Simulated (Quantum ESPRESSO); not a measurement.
# Ti2TaO5F3: one run as intended and one with a planted mistake

Simulated, not a measurement. The program is pw.x of Quantum ESPRESSO 7.5 (plane-wave density functional theory). The cell is made up: 11 atoms on a fluorite lattice with one site empty, with randomly drawn elements, strain and displacements, not relaxed. PseudoDojo standard norm-conserving files (v0.5 for PBE, v0.4.1 for LDA and PBEsol) set the functional; there is no spin polarisation, spin-orbit coupling or dispersion term, and the masses in the input are unused placeholders.

Intended input:

```
&control calculation='scf', pseudo_dir='./dojo.nc.sr.pbe.v0_5.standard.upf', outdir='./o', disk_io='low', tprnfor=.true., tstress=.true. /
&system ibrav=0, nat=11, ntyp=4, nbnd=50, ecutwfc=84.00895049, nosym=.true., tot_charge=0,
 occupations='smearing', smearing='fd', degauss=0.0018374661
/
&electrons conv_thr=7.350e-09, electron_maxstep=60, /
ATOMIC_SPECIES
F 1.0 F.upf
O 1.0 O.upf
Ta 1.0 Ta.upf
Ti 1.0 Ti.upf
CELL_PARAMETERS angstrom
4.8495 0.0 0.0
0.0 4.8495 0.0
0.0 0.0 4.8495
ATOMIC_POSITIONS angstrom
Ti 0.0393 0.0222 -0.0124
Ta 0.0446 2.4594 2.3556
Ti 2.3987 0.0393 2.487
O 1.1864 1.1335 1.1738
O 1.1905 1.2198 3.5869
O 1.1832 3.6628 1.2598
F 1.2368 3.6144 3.6049
F 3.622 1.1985 1.237
F 3.608 1.2168 3.6209
O 3.5766 3.6479 1.157
O 3.6452 3.649 3.6288
K_POINTS automatic
5 5 5 1 1 1
```

The log is shortened where brackets say so; the opening notice, blank lines, dates and the lines on written files are dropped, and the path of the files is cut. It prints rydbergs, bohrs and kilobars, and counts compression as positive stress. Where no state is partly filled, the Fermi energy that it prints is only some level between the filled and the empty states on the mesh, and need not lie in the true gap.

Log of the intended run:

```
     Program PWSCF v.7.5
     Parallel version (MPI & OpenMP), running on       4 processor cores
     Number of MPI processes:                 4
     Threads/MPI process:                     1
     [start-up lines left out]
     bravais-lattice index     =            0
     lattice parameter (alat)  =       9.1642  a.u.
     unit-cell volume          =     769.6398 (a.u.)^3
     number of atoms/cell      =           11
     number of atomic types    =            4
     number of electrons       =        88.00
     number of Kohn-Sham states=           50
     kinetic-energy cutoff     =      84.0090  Ry
     charge density cutoff     =     336.0358  Ry
     scf convergence threshold =      7.3E-09
     mixing beta               =       0.7000
     number of iterations used =            8  plain     mixing
     Exchange-correlation= PBE
                           (   1   4   3   4   0   0   0)
     [axes and pseudopotential details left out]
   Cartesian axes
     site n.     atom                  positions (alat units)
         1        Ti     tau(   1) = (   0.0081039   0.0045778  -0.0025570  )
         2        Ta     tau(   2) = (   0.0091968   0.5071451   0.4857408  )
         3        Ti     tau(   3) = (   0.4946283   0.0081039   0.5128364  )
         4        O      tau(   4) = (   0.2446438   0.2337354   0.2420456  )
         5        O      tau(   5) = (   0.2454892   0.2515311   0.7396433  )
         6        O      tau(   6) = (   0.2439839   0.7552944   0.2597794  )
         7        F      tau(   7) = (   0.2550366   0.7453139   0.7433550  )
         8        F      tau(   8) = (   0.7468811   0.2471389   0.2550778  )
         9        F      tau(   9) = (   0.7439942   0.2509125   0.7466543  )
        10        O      tau(  10) = (   0.7375193   0.7522219   0.2385813  )
        11        O      tau(  11) = (   0.7516651   0.7524487   0.7482833  )
     number of k points=    63  Fermi-Dirac smearing, width (Ry)=  0.0018
                       cart. coord. in units 2pi/alat
        k(    1) = (   0.1000000   0.1000000   0.1000000), wk =   0.0320000
        k(    2) = (   0.1000000   0.1000000   0.3000000), wk =   0.0320000
     [further k points left out]
     Dense  grid:    80173 G-vectors     FFT dimensions: (  54,  54,  54)
     Estimated max dynamical RAM per process >     252.80 MB
     Estimated total dynamical RAM >     952.47 MB
     Initial potential from superposition of free atoms
     starting charge      87.9959, renormalised to      88.0000
     Starting wfcs are   62 randomized atomic wfcs
     total cpu time spent up to now is        7.1 secs
     per-process dynamical memory:   194.1 Mb
     Self-consistent Calculation
     iteration #  1     ecut=    84.01 Ry     beta= 0.70
     Davidson diagonalization with overlap
     ethr =  1.00E-02,  avg # of iterations =  2.0
     total cpu time spent up to now is       19.7 secs
     total energy              =    -678.94626759 Ry
     estimated scf accuracy    <       4.97302626 Ry
     iteration #  2     ecut=    84.01 Ry     beta= 0.70
     Davidson diagonalization with overlap
     ethr =  5.65E-03,  avg # of iterations =  9.1
     total cpu time spent up to now is       44.4 secs
     total energy              =    -671.50685299 Ry
     estimated scf accuracy    <      86.58092406 Ry
     [iterations 3 to 21 left out]
     iteration # 22     ecut=    84.01 Ry     beta= 0.70
     Davidson diagonalization with overlap
     ethr =  3.74E-11,  avg # of iterations =  5.5
     total cpu time spent up to now is      336.9 secs
     total energy              =    -681.70352062 Ry
     estimated scf accuracy    <       0.00000002 Ry
     iteration # 23     ecut=    84.01 Ry     beta= 0.70
     Davidson diagonalization with overlap
     ethr =  1.72E-11,  avg # of iterations =  1.1
     total cpu time spent up to now is      348.9 secs
     End of self-consistent calculation
     [lines on levels left out]
     the Fermi energy is    10.6064 ev
!    total energy              =    -681.70352061 Ry
     estimated scf accuracy    <          4.4E-09 Ry
     smearing contrib. (-TS)   =      -0.00000000 Ry
     internal energy E=F+TS    =    -681.70352061 Ry
     The total energy is F=E-TS. E is the sum of the following terms:
     one-electron contribution =    -215.17223261 Ry
     hartree contribution      =     155.30775311 Ry
     xc contribution           =    -139.25067377 Ry
     ewald contribution        =    -482.58836734 Ry
     convergence has been achieved in  23 iterations
     Forces acting on atoms (cartesian axes, Ry/au):
     atom    1 type  4   force =     0.01925684   -0.06897137    0.08158538
     atom    2 type  3   force =     0.01341753    0.09460088   -0.08224286
     atom    3 type  4   force =    -0.02005605   -0.07368308   -0.05316210
     atom    4 type  2   force =    -0.04944385    0.00698819    0.01732624
     atom    5 type  2   force =    -0.04210170   -0.04082770   -0.02986848
     atom    6 type  2   force =    -0.04537402   -0.01179044    0.03528520
     atom    7 type  1   force =    -0.00053586    0.01261693    0.03289902
     atom    8 type  1   force =     0.00578331    0.01155299    0.01013815
     atom    9 type  1   force =     0.00482657    0.00296392    0.00449376
     atom   10 type  2   force =     0.05681726    0.02824639    0.04235091
     atom   11 type  2   force =     0.05740997    0.03830330   -0.05880523
     Total force =     0.250015     Total SCF correction =     0.000163
     Computing stress (Cartesian axis) and pressure
          total   stress  (Ry/bohr**3)                   (kbar)     P=      -11.82
  -0.00018310   0.00058377  -0.00008888          -26.94       85.88      -13.07
   0.00058377  -0.00005176   0.00017726           85.88       -7.61       26.08
  -0.00008888   0.00017726  -0.00000615          -13.07       26.08       -0.91
     init_run     :      6.56s CPU      6.81s WALL (       1 calls)
     electrons    :    340.76s CPU    341.83s WALL (       1 calls)
     forces       :      2.78s CPU      2.80s WALL (       1 calls)
     stress       :      9.61s CPU      9.62s WALL (       1 calls)
     [timing details left out]
     PWSCF        :   6m 0.04s CPU   6m 1.46s WALL
     JOB DONE.
```

A second run has one planted mistake: the cell and the positions are scaled by a wrong factor. The input lines that differ, file-writing options aside:

```
- 4.8495 0.0 0.0
+ 4.7962 0.0 0.0
- 0.0 4.8495 0.0
+ 0.0 4.7962 0.0
- 0.0 0.0 4.8495
+ 0.0 0.0 4.7962
- Ti 0.0393 0.0222 -0.0124
+ Ti 0.0389 0.022 -0.0123
- Ta 0.0446 2.4594 2.3556
+ Ta 0.0441 2.4323 2.3297
- Ti 2.3987 0.0393 2.487
+ Ti 2.3723 0.0389 2.4596
- O 1.1864 1.1335 1.1738
+ O 1.1733 1.121 1.1609
- O 1.1905 1.2198 3.5869
+ O 1.1774 1.2064 3.5474
- O 1.1832 3.6628 1.2598
+ O 1.1702 3.6225 1.2459
- F 1.2368 3.6144 3.6049
+ F 1.2232 3.5746 3.5652
- F 3.622 1.1985 1.237
+ F 3.5822 1.1853 1.2234
- F 3.608 1.2168 3.6209
+ F 3.5683 1.2034 3.5811
- O 3.5766 3.6479 1.157
+ O 3.5373 3.6078 1.1443
- O 3.6452 3.649 3.6288
+ O 3.6051 3.6089 3.5889
```

Its log:

```
     Program PWSCF v.7.5
     Parallel version (MPI & OpenMP), running on       4 processor cores
     Number of MPI processes:                 4
     Threads/MPI process:                     1
     [start-up lines left out]
     bravais-lattice index     =            0
     lattice parameter (alat)  =       9.0635  a.u.
     unit-cell volume          =     744.5407 (a.u.)^3
     number of atoms/cell      =           11
     number of atomic types    =            4
     number of electrons       =        88.00
     number of Kohn-Sham states=           50
     kinetic-energy cutoff     =      84.0090  Ry
     charge density cutoff     =     336.0358  Ry
     scf convergence threshold =      7.3E-09
     mixing beta               =       0.7000
     number of iterations used =            8  plain     mixing
     Exchange-correlation= PBE
                           (   1   4   3   4   0   0   0)
     [axes and pseudopotential details left out]
   Cartesian axes
     site n.     atom                  positions (alat units)
         1        Ti     tau(   1) = (   0.0081106   0.0045870  -0.0025645  )
         2        Ta     tau(   2) = (   0.0091948   0.5071306   0.4857387  )
         3        Ti     tau(   3) = (   0.4946207   0.0081106   0.5128227  )
         4        O      tau(   4) = (   0.2446312   0.2337267   0.2420458  )
         5        O      tau(   5) = (   0.2454860   0.2515325   0.7396272  )
         6        O      tau(   6) = (   0.2439848   0.7552854   0.2597681  )
         7        F      tau(   7) = (   0.2550352   0.7452984   0.7433385  )
         8        F      tau(   8) = (   0.7468829   0.2471331   0.2550769  )
         9        F      tau(   9) = (   0.7439848   0.2509070   0.7466536  )
        10        O      tau(  10) = (   0.7375214   0.7522205   0.2385847  )
        11        O      tau(  11) = (   0.7516576   0.7524499   0.7482799  )
     number of k points=    63  Fermi-Dirac smearing, width (Ry)=  0.0018
                       cart. coord. in units 2pi/alat
        k(    1) = (   0.1000000   0.1000000   0.1000000), wk =   0.0320000
        k(    2) = (   0.1000000   0.1000000   0.3000000), wk =   0.0320000
     [further k points left out]
     Dense  grid:    77605 G-vectors     FFT dimensions: (  54,  54,  54)
     Estimated max dynamical RAM per process >     245.42 MB
     Estimated total dynamical RAM >     924.82 MB
     Initial potential from superposition of free atoms
     starting charge      87.9959, renormalised to      88.0000
     Starting wfcs are   62 randomized atomic wfcs
     total cpu time spent up to now is        7.7 secs
     per-process dynamical memory:   189.9 Mb
     Self-consistent Calculation
     iteration #  1     ecut=    84.01 Ry     beta= 0.70
     Davidson diagonalization with overlap
     ethr =  1.00E-02,  avg # of iterations =  2.0
     total cpu time spent up to now is       21.8 secs
     total energy              =    -679.04369644 Ry
     estimated scf accuracy    <       4.84241356 Ry
     iteration #  2     ecut=    84.01 Ry     beta= 0.70
     Davidson diagonalization with overlap
     ethr =  5.50E-03,  avg # of iterations =  9.0
     total cpu time spent up to now is       47.8 secs
     total energy              =    -671.72580982 Ry
     estimated scf accuracy    <      81.75840235 Ry
     [iterations 3 to 19 left out]
     iteration # 20     ecut=    84.01 Ry     beta= 0.70
     Davidson diagonalization with overlap
     ethr =  5.59E-11,  avg # of iterations =  2.0
     total cpu time spent up to now is      343.7 secs
     total energy              =    -681.69927316 Ry
     estimated scf accuracy    <       0.00000001 Ry
     iteration # 21     ecut=    84.01 Ry     beta= 0.70
     Davidson diagonalization with overlap
     ethr =  1.23E-11,  avg # of iterations =  5.6
     total cpu time spent up to now is      362.3 secs
     End of self-consistent calculation
     [lines on levels left out]
     the Fermi energy is    11.1841 ev
!    total energy              =    -681.69927316 Ry
     estimated scf accuracy    <          4.4E-09 Ry
     smearing contrib. (-TS)   =      -0.00000000 Ry
     internal energy E=F+TS    =    -681.69927316 Ry
     The total energy is F=E-TS. E is the sum of the following terms:
     one-electron contribution =    -207.30708701 Ry
     hartree contribution      =     153.06187159 Ry
     xc contribution           =    -139.50422365 Ry
     ewald contribution        =    -487.94983409 Ry
     convergence has been achieved in  21 iterations
     Forces acting on atoms (cartesian axes, Ry/au):
     atom    1 type  4   force =     0.01728638   -0.07334755    0.08252906
     atom    2 type  3   force =     0.00772434    0.09461349   -0.08293371
     atom    3 type  4   force =    -0.01863543   -0.07828012   -0.05761139
     atom    4 type  2   force =    -0.04259114    0.01067553    0.01303682
     atom    5 type  2   force =    -0.03800891   -0.03972412   -0.02266722
     atom    6 type  2   force =    -0.03776019   -0.01028490    0.02690408
     atom    7 type  1   force =     0.00487217    0.01188275    0.04235510
     atom    8 type  1   force =     0.00023896    0.01262497    0.00406048
     atom    9 type  1   force =     0.00159397    0.00666623    0.01133677
     atom   10 type  2   force =     0.05167837    0.02796955    0.03797247
     atom   11 type  2   force =     0.05360148    0.03720418   -0.05498246
     Total force =     0.246066     Total SCF correction =     0.000118
     Computing stress (Cartesian axis) and pressure
          total   stress  (Ry/bohr**3)                   (kbar)     P=       62.69
   0.00031489   0.00062918  -0.00008471           46.32       92.56      -12.46
   0.00062918   0.00046370   0.00018523           92.56       68.21       27.25
  -0.00008471   0.00018523   0.00049981          -12.46       27.25       73.52
     init_run     :      7.23s CPU      7.52s WALL (       1 calls)
     electrons    :    353.39s CPU    354.65s WALL (       1 calls)
     forces       :      2.86s CPU      2.89s WALL (       1 calls)
     stress       :      9.49s CPU      9.50s WALL (       1 calls)
     [timing details left out]
     PWSCF        :   6m13.23s CPU   6m14.89s WALL
     JOB DONE.
```

|  | intended run | run with the mistake |
| --- | --- | --- |
| free energy (eV) | -9275.049 | -9274.991 |
| smearing term -TS (eV) | 0.0000 | 0.0000 |
| pressure (GPa) | -1.18 | 6.27 |
| largest force component (eV/Å) | 2.432 | 2.433 |
| largest change of a force component (eV/Å) |  | 0.243 |
| iterations | 23 | 21 |

For scale, a rerun of the intended cell at 1437 eV and a 7 x 7 x 7 mesh moved values by no more than 0.003 eV in energy, 0.06 GPa in stress and 0.007 eV/Å in force.